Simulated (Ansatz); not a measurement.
Ru (hcp (Mg type)), relaxed with PBEsol (Ansatz, a first-principles code, plane waves, PAW): a = b = 2.690 Å, c = 4.251 Å, α = β = 90.00°, γ = 120.00°.

The same phase is relaxed and computed with PBE+D3(BJ) in the same code. What is the cell now?

a = 2.6984 Å, b = 2.6984 Å, c = 4.2646 Å, α = 90.00°, β = 90.00°, γ = 120.00°.

All cells were relaxed under the symmetry of their starts (and spin orders); stability against distortions was not tested throughout. Named crystals with no word on spin ran without spin polarisation. Spin–orbit coupling is left out wherever it is not named.

Potentials: the earlier of the program's two PAW sets. The files were generated under PBE; for other functionals the program regenerates the frozen cores, and for LDA and PBEsol the local potential too.

Ansatz is a plane-wave DFT program.
